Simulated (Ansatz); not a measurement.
Levels of theory on GdMn (CsCl-type start)

The compound was started in one structure type and brought to zero pressure at each level (plane-wave PAW code Ansatz, Gaussian smearing of 0.05 eV, scalar-relativistic unless SOC, spin–orbit coupling, is named). PBE+U (6 eV): U_eff = 6 eV on Gd 4f.

The structure was built from a prototype; whether the compound forms in it isn't claimed.

The cell at PBEsol (neighbours within 15 % of each site's shortest distance, so a longer bond may be listed from one end only): The structure is cubic, space group Pm-3m (No. 221). Conventional cell: a = 3.448 Å, b = 3.448 Å, c = 3.448 Å, α = 90.00°, β = 90.00°, γ = 90.00°. Around Gd (site symmetry m-3m) lie 8 Mn at 2.99 Å. Mn (site symmetry m-3m) has 8 Gd at 2.99 Å as nearest neighbours.

```tsv
level	cutoff (eV)	k-mesh	final group	a (Å)	V (Å³/atom)	gap (eV)	B0 (GPa)	E_f (eV/atom)	largest moment (μB)	moments
PBEsol	420	10×10×10	Pm-3m	3.448	20.49	metal	–	0.31	7.17	unequal, opposed
r²SCAN	500	10×10×10	Pm-3m	3.637	24.05	metal	47	-0.06	7.39	unequal, opposed
```

Task: What does PBE+U (6 eV) (420 eV, 8×8×8 mesh) give?

Result: final group Pm-3m, a (Å) 3.562, V (Å³/atom) 22.60, gap (eV) metal, largest moment (μB) 7.36, moments unequal, opposed (†).

Volumes against PBEsol: PBE+U (6 eV) +10.3 %, r²SCAN +17.4 %. The row with U is PBE-based, so its shift against another functional mixes the two effects. The formation energy spans 0.37 eV/atom over the functionals (r²SCAN lowest, PBEsol highest); the spread holds the functional's effect on the elements as well as on the compound, and its sign changes.

† A lower electronic state or magnetic order may exist, which would shift these entries. The magnetic order is the one that the runs kept or chose among a few; it needn't be the lowest. Without a U the 4f levels of Gd lie too near the Fermi level. The heavy elements are treated without spin–orbit coupling. The PAW datasets were made for PBE. E_f is the formation energy from the elements run alike, at 0 K, without zero-point energy; it is good to about 0.01 eV/atom as a calculation, less where an element has an open f shell.

All runs used the PAW datasets of the set soft_2.
